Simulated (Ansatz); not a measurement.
Bulk SnSe₂, relaxed with r²SCAN+D4 (plane waves, PAW; program Ansatz):

```xyz
3
Lattice="3.8286 0.0000 0.0000 -1.9143 3.3157 0.0000 0.0000 0.0000 6.2856" Properties=species:S:1:pos:R:3 pbc="T T T"
Sn     0.0000     0.0000     0.0000
Se     1.9143     1.1052     4.7117
Se     0.0000     2.2104     1.5739
```

Question: One layer is taken out and relaxed. What does that cost?

Answer: 63 meV/atom, or 15 meV/Å² of layer.

Question: What lattice and gap has the free layer?

Answer: a = 3.822 Å; gap 1.12 eV, indirect.

Space group P-3m1 (1T). A layer that has been made, often on a substrate. Symmetry was held in the r²SCAN+D4 relaxation; whether a distortion lowers the energy is not shown. Scalar-relativistic: spin–orbit coupling is off unless named, which matters more the heavier the elements.

Potentials: the later of the program's two PAW sets.
